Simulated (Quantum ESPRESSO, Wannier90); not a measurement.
# Sr2H6Os (Fm-3m), plane waves to Wannier functions

```
begin unit_cell_cart
ang
    0.0000000000    3.8122800000    3.8122800000
    3.8122800000    0.0000000000    3.8122800000
    3.8122800000    3.8122800000    0.0000000000
end unit_cell_cart
begin atoms_frac
Sr  -0.2500000000 -0.2500000000 -0.2500000000
Sr   0.2500000000  0.2500000000  0.2500000000
H   -0.2261500000 -0.2261500000  0.2261500000
H    0.2261500000  0.2261500000 -0.2261500000
H    0.2261500000 -0.2261500000 -0.2261500000
H   -0.2261500000  0.2261500000  0.2261500000
H   -0.2261500000  0.2261500000 -0.2261500000
H    0.2261500000 -0.2261500000  0.2261500000
Os   0.0000000000  0.0000000000  0.0000000000
end atoms_frac
```

Structure: Materials Project mp-1078677, symmetrised, not relaxed again. Not found in the COD (Crystallography Open Database) copy used; not checked further. Method: PBEsol plane waves in Quantum ESPRESSO 7.5 (PseudoDojo norm-conserving files, 60 Ry, no spin polarisation, no spin-orbit coupling), Bloch states on a 4×4×4 mesh through Γ, Wannier90 4.0.1. Density: 8×8×8 mesh, cold smearing 0.01 Ry. Spin-orbit coupling is left out although heavy elements are present.

A tight-binding model is made by disentanglement and projection with no localisation steps (num_iter = 0), so the 33 orbitals stay atom-like: hydrogen-like Sr: s;p;d; H: s; Os: s;p;d, axes along x, y, z; frozen window up to 3.82 eV relative to the valence-band maximum. It follows pw.x to 5.5 meV rms for states up to 3.3 eV relative to the valence-band maximum. Matrix elements depend on this choice of orbitals and windows.

What are the on-site energies relative to the valence-band maximum, and how fast do the hoppings decay?


```tsv
atom	orbitals	energy (eV)
Sr1	s	7.75
Sr1	pz px py	12.39
Sr1	dz2 dx2-y2	6.86
Sr1	dxz dyz dxy	7.18
Sr2	s	7.75
Sr2	pz px py	12.39
Sr2	dz2 dx2-y2	6.86
Sr2	dxz dyz dxy	7.18
H3	s	0.44
H4	s	0.44
H5	s	0.44
H6	s	0.44
H7	s	0.44
H8	s	0.44
Os9	s	7.21
Os9	pz px py	10.99
Os9	dz2 dx2-y2	1.24
Os9	dxz dyz dxy	0.61
```

| distance of the centres (Å) | largest modulus (eV) |
|---|---|
| 1–2 | 3.1 |
| 2–3 | 1.0 |
| 3–4 | 1.3 |
| 4–5 | 0.097 |
| 5–6 | 0.27 |
| 6–7 | 0.12 |
| 7–8 | 0.095 |
